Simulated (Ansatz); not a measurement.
Ti3Al in space group P-6m2 (No. 187; Ti on 1e, Ti on 2h, Al on 1f) under volume change, r²SCAN (plane waves, PAW; program Ansatz), shape and atoms relaxed at each volume.

| V (Å³/atom) | E − E(relaxed) (meV/atom) | P (GPa) |
|---|---|---|
| 15.471 | ? | ? |
| 15.981 | 24.4 | 8.06 |
| 16.491 | 5.8 | 3.74 |
| 17.001 | 0.0 | -0.01 |
| 17.511 | 5.3 | -3.26 |
| 18.021 | 20.3 | -6.09 |
| 18.531 | ? | ? |

Question: Complete the blanks.

Answer: 
- 15.471, E − E(relaxed) (meV/atom): 57.8
- 15.471, P (GPa): 13.01
- 18.531, E − E(relaxed) (meV/atom): 43.7
- 18.531, P (GPa): -8.54

Question: What does a third-order Birch–Murnaghan fit give for V₀, B₀ and B′?

Answer: V₀ = 17.00 Å³/atom, B₀ = 116 GPa, B′ = 3.7.

The workflow started from a Materials Project entry (that database holds measured and hypothetical structures alike); the Crystallography Open Database copy checked does not list it. With Ti and Al taken as one species the cell has the higher symmetry P6_3/mmc, so it may be an ordered model of a mixed-site phase. It is not the phase usual at ambient conditions (space group No. 194). Symmetry was held in the r²SCAN relaxation; whether a distortion lowers the energy is not shown. The run is not spin-polarised.

Potentials: the later of the program's two PAW sets.
